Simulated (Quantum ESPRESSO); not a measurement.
Zr2W2Ti3Ta, input and log of a self-consistent run

A calculation, not a measurement. The program is pw.x of Quantum ESPRESSO 7.5 (plane-wave density functional theory). The cell is made up: eight metal atoms on a hexagonal close-packed lattice, with elements, volume, strain and displacements drawn at random and not relaxed, so it may be unstable or far from any real phase. PseudoDojo standard norm-conserving files set the functional (PBE unless stated); there is no spin polarisation or spin-orbit coupling, the Fermi-Dirac width of 0.25 eV means electrons at about 2900 K, and the masses in the input are unused placeholders. Heavy elements are run without spin-orbit coupling, which real alloys of them have. A spin test at this wide smearing found no moment, but such smearing suppresses magnetism that the real alloy may have.

Input:

```
&control calculation='scf', pseudo_dir='./dojo.nc.sr.pbe.v0_5.standard.upf', outdir='./o', disk_io='minimal', tprnfor=.true., tstress=.true. /
&system ibrav=0, nat=8, ntyp=4, nbnd=69, ecutwfc=84.00895049, nosym=.true., tot_charge=0,
 occupations='smearing', smearing='fd', degauss=0.0183746611
/
&electrons conv_thr=1.470e-08, electron_maxstep=70, mixing_beta=0.5 /
ATOMIC_SPECIES
Ta 1.0 Ta.upf
Ti 1.0 Ti.upf
W 1.0 W.upf
Zr 1.0 Zr.upf
CELL_PARAMETERS angstrom
0.0617 5.2606 0.0111
3.0794 0.0458 4.737
2.9727 0.0255 -4.6696
ATOMIC_POSITIONS angstrom
Zr 0.0402 -0.1834 -0.0734
W 3.0915 -0.0233 -0.093
W 2.8659 1.7034 -2.024
Ti 2.9546 1.7544 2.5346
Ta 1.5491 2.6759 0.1138
Zr 4.4894 2.6466 -0.0843
Ti 1.5349 4.1953 -2.24
Ti 1.5869 4.3049 2.2987
K_POINTS automatic
5 5 5 1 1 1
```

The log is shortened where brackets say so; the opening notice, blank lines, dates and the lines on written files are dropped, and the path of the files is cut. It prints rydbergs, bohrs and kilobars, and counts compression as positive stress. Its total energy is the free energy E - TS of the whole cell.

```
     Program PWSCF v.7.5
     Parallel version (MPI & OpenMP), running on       4 processor cores
     Number of MPI processes:                 4
     Threads/MPI process:                     1
     [start-up lines left out]
     bravais-lattice index     =            0
     lattice parameter (alat)  =       9.9418  a.u.
     unit-cell volume          =    1010.2388 (a.u.)^3
     number of atoms/cell      =            8
     number of atomic types    =            4
     number of electrons       =       101.00
     number of Kohn-Sham states=           69
     kinetic-energy cutoff     =      84.0090  Ry
     charge density cutoff     =     336.0358  Ry
     scf convergence threshold =      1.5E-08
     mixing beta               =       0.5000
     number of iterations used =            8  plain     mixing
     Exchange-correlation= PBE
                           (   1   4   3   4   0   0   0)
     [axes and pseudopotential details left out]
   Cartesian axes
     site n.     atom                  positions (alat units)
         1        Zr     tau(   1) = (   0.0076412  -0.0348605  -0.0139518  )
         2        W      tau(   2) = (   0.5876289  -0.0044288  -0.0176773  )
         3        W      tau(   3) = (   0.5447471   0.3237804  -0.3847197  )
         4        Ti     tau(   4) = (   0.5616071   0.3334744   0.4817740  )
         5        Ta     tau(   5) = (   0.2944512   0.5086321   0.0216310  )
         6        Zr     tau(   6) = (   0.8533402   0.5030628  -0.0160237  )
         7        Ti     tau(   7) = (   0.2917521   0.7974380  -0.4257767  )
         8        Ti     tau(   8) = (   0.3016362   0.8182706   0.4369343  )
     number of k points=    63  Fermi-Dirac smearing, width (Ry)=  0.0184
                       cart. coord. in units 2pi/alat
        k(    1) = (   0.1727259   0.0979858  -0.0021707), wk =   0.0320000
        k(    2) = (   0.3478712   0.0961718  -0.1160106), wk =   0.0320000
     [further k points left out]
     Dense  grid:   105091 G-vectors     FFT dimensions: (  60,  64,  64)
     Estimated max dynamical RAM per process >     413.11 MB
     Estimated total dynamical RAM >       1.54 GB
     Initial potential from superposition of free atoms
     starting charge     100.9886, renormalised to     101.0000
     Starting wfcs are   80 randomized atomic wfcs
     total cpu time spent up to now is        7.0 secs
     per-process dynamical memory:   327.1 Mb
     Self-consistent Calculation
     iteration #  1     ecut=    84.01 Ry     beta= 0.50
     Davidson diagonalization with overlap
     ethr =  1.00E-02,  avg # of iterations =  2.7
     Threshold (ethr) on eigenvalues was too large:
     Diagonalizing with lowered threshold
     Davidson diagonalization with overlap
     ethr =  3.87E-04,  avg # of iterations =  4.7
     total cpu time spent up to now is       41.1 secs
     total energy              =    -991.92967702 Ry
     estimated scf accuracy    <       0.46704568 Ry
     iteration #  2     ecut=    84.01 Ry     beta= 0.50
     Davidson diagonalization with overlap
     ethr =  4.62E-04,  avg # of iterations =  5.7
     total cpu time spent up to now is       60.0 secs
     total energy              =    -991.80337483 Ry
     estimated scf accuracy    <       1.93605568 Ry
     iteration #  3     ecut=    84.01 Ry     beta= 0.50
     Davidson diagonalization with overlap
     ethr =  4.62E-04,  avg # of iterations =  4.9
     total cpu time spent up to now is       76.9 secs
     total energy              =    -991.98694806 Ry
     estimated scf accuracy    <       0.90022895 Ry
     iteration #  4     ecut=    84.01 Ry     beta= 0.50
     Davidson diagonalization with overlap
     ethr =  4.62E-04,  avg # of iterations =  2.0
     total cpu time spent up to now is       91.4 secs
     total energy              =    -992.05857577 Ry
     estimated scf accuracy    <       0.22988970 Ry
     iteration #  5     ecut=    84.01 Ry     beta= 0.50
     Davidson diagonalization with overlap
     ethr =  2.28E-04,  avg # of iterations =  2.0
     total cpu time spent up to now is      104.9 secs
     total energy              =    -992.07249926 Ry
     estimated scf accuracy    <       0.12052519 Ry
     [iterations 6 to 16 left out]
     iteration # 17     ecut=    84.01 Ry     beta= 0.50
     Davidson diagonalization with overlap
     ethr =  4.48E-10,  avg # of iterations =  2.1
     total cpu time spent up to now is      294.7 secs
     total energy              =    -992.08906264 Ry
     estimated scf accuracy    <       0.00000024 Ry
     iteration # 18     ecut=    84.01 Ry     beta= 0.50
     Davidson diagonalization with overlap
     ethr =  2.35E-10,  avg # of iterations =  2.0
     total cpu time spent up to now is      308.1 secs
     total energy              =    -992.08906265 Ry
     estimated scf accuracy    <       0.00000011 Ry
     iteration # 19     ecut=    84.01 Ry     beta= 0.50
     Davidson diagonalization with overlap
     ethr =  1.09E-10,  avg # of iterations =  2.1
     total cpu time spent up to now is      321.8 secs
     total energy              =    -992.08906265 Ry
     estimated scf accuracy    <       0.00000002 Ry
     iteration # 20     ecut=    84.01 Ry     beta= 0.50
     Davidson diagonalization with overlap
     ethr =  1.81E-11,  avg # of iterations =  5.9
     total cpu time spent up to now is      341.9 secs
     total energy              =    -992.08906265 Ry
     estimated scf accuracy    <       0.00000010 Ry
     iteration # 21     ecut=    84.01 Ry     beta= 0.50
     Davidson diagonalization with overlap
     ethr =  1.81E-11,  avg # of iterations =  2.0
     total cpu time spent up to now is      356.5 secs
     End of self-consistent calculation
     [lines on levels left out]
!    total energy              =    -992.08906266 Ry
     estimated scf accuracy    <          4.6E-09 Ry
     smearing contrib. (-TS)   =      -0.17009144 Ry
     internal energy E=F+TS    =    -991.91897122 Ry
     The total energy is F=E-TS. E is the sum of the following terms:
     one-electron contribution =    -233.27737928 Ry
     hartree contribution      =     158.69652750 Ry
     xc contribution           =    -188.35697229 Ry
     ewald contribution        =    -728.98114714 Ry
     convergence has been achieved in  21 iterations
     Forces acting on atoms (cartesian axes, Ry/au):
     atom    1 type  4   force =     0.00470483    0.06500840    0.02816933
     atom    2 type  3   force =    -0.01633076    0.00531975    0.01044323
     atom    3 type  3   force =    -0.02295727   -0.03643910   -0.03917533
     atom    4 type  2   force =     0.02500241   -0.03082202   -0.05939791
     atom    5 type  1   force =     0.00131117   -0.04495657    0.02360248
     atom    6 type  4   force =    -0.00341911   -0.00307806    0.08863987
     atom    7 type  2   force =     0.01067171    0.01137273   -0.04293167
     atom    8 type  2   force =     0.00101701    0.03359487   -0.00934999
     Total force =     0.166433     Total SCF correction =     0.000189
     Computing stress (Cartesian axis) and pressure
          total   stress  (Ry/bohr**3)                   (kbar)     P=       30.99
   0.00008150  -0.00011403   0.00006980           11.99      -16.77       10.27
  -0.00011403   0.00015868   0.00007797          -16.77       23.34       11.47
   0.00006980   0.00007797   0.00039187           10.27       11.47       57.65
     init_run     :      6.60s CPU      6.94s WALL (       1 calls)
     electrons    :    341.03s CPU    349.50s WALL (       1 calls)
     forces       :      2.63s CPU      2.65s WALL (       1 calls)
     stress       :      9.47s CPU      9.70s WALL (       1 calls)
     [timing details left out]
     PWSCF        :   5m59.87s CPU   6m 8.95s WALL
     JOB DONE.
```

In other units: free energy -13498.059 eV for the cell, pressure 3.10 GPa, largest force component 2.279 eV/Å in size. The run took 371 s of wall time with four MPI processes on a shared machine (Intel Xeon, 2023 or later, virtual cores), so the time is rough. A rerun of this cell at a higher cutoff and on a denser mesh moved values by no more than 0.003 eV in energy, 0.02 GPa in stress and 0.003 eV/Å in force, and a second program with other atomic files agreed on that cell to 2 % rms in force and 0.5 GPa in pressure.